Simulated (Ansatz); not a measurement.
CdTe:
```yaml
crystal:
  lattice:
    - [0.00000, 3.30913, 3.30913]
    - [3.30913, 0.00000, 3.30913]
    - [3.30913, 3.30913, 0.00000]
  atoms:
    - { symbol: Te, position: [0.75000, 0.75000, 0.75000] }
    - { symbol: Cd, position: [0.00000, 0.00000, 0.00000] }
```

Relaxed with PBE. Special points in fractions of this cell's reciprocal vectors: Γ (0.000, 0.000, 0.000); X (0.500, 0.000, 0.500); U (0.625, 0.250, 0.625); K (0.375, 0.375, 0.750); L (0.500, 0.500, 0.500); W (0.500, 0.250, 0.750).

Q: List the band energies nearest the valence-band maximum at these points for the program Ansatz at the PBE with spin–orbit coupling level (PAW).

A: In eV from the valence-band maximum; about four levels below and three above (degenerate sets whole), none deeper than 8.9 eV; points with the same levels are listed once.

| k | below | above |
|---|---|---|
| Γ | 0.00 0.00 0.00 0.00 | 0.32 0.32 4.15 4.15 |
| X | -2.11 -2.11 -1.77 -1.77 | 2.41 2.41 2.47 2.47 |
| U | -2.75 -2.44 -1.65 -1.60 | 2.62 2.68 4.06 |
| L | -1.23 -1.23 -0.71 -0.71 | 1.49 1.49 4.87 4.87 |
| W | -2.66 -2.19 -2.18 -2.14 | 3.54 3.94 4.42 |

Space group F-43m (zinc blende). The cell was relaxed with PBE under the symmetry of its start; of distortions, only those at the zone centre were tested.

Potentials: the later of the program's two PAW sets.
